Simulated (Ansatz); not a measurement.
This run works on a generated trial structure, not on a known crystal.

Input and command of a plane-wave DFT calculation in Ansatz:

```yaml
crystal:
  lattice:
    - [-2.9656524264, 2.9656524264, 3.3806603555]
    - [2.9656524264, -2.9656524264, 3.3806603555]
    - [2.9656524264, 2.9656524264, -3.3806603555]
  atoms:
    - { symbol: Ca, position: [0.75, 0.25, 0.5] }
    - { symbol: Ca, position: [0.25, 0.75, 0.5] }
    - { symbol: Ge, position: [0.7177849623, 0.7177849623, 0.0] }
    - { symbol: Ge, position: [0.2822150377, 0.2822150377, 0.0] }
    - { symbol: "N", position: [0.0, 0.0, 0.0] }
basis:
  ecutwfc: 420
kpoints:
  mp_grid: { grid: [10, 10, 10] }
hamiltonian:
  xc: pbe
scf:
  occupations: { method: gaussian, width: 0.1 }
output:
  forces: true
  stress: true
  eigenvalues: true
  write_density: true
  write_potential: true
  elf: true
  volumetric_format: npy
relax:
  adjacent_minimum: "off"
  f_tol: 0.01
  max_steps: 80
  cell: { stress_tol: 0.05 }
```

```bash
ansatz run input.yaml --threads 1 --pin off --max-ram 2560MiB --backend cpu --events-out ev --progress --plain --runs-dir out
```

Processor: Intel(R) Xeon(R) Platinum 8375C CPU @ 2.90GHz (Ice Lake), 1 thread, on a host shared with other jobs.

Estimate time, memory and problem size.

About 80 s, peak memory 0.66 GiB. It solves 32 bands at 102 k points (after reduction by symmetry) with about 2295 plane waves (on the last cell), in 32 SCF iterations over 5 ionic steps.
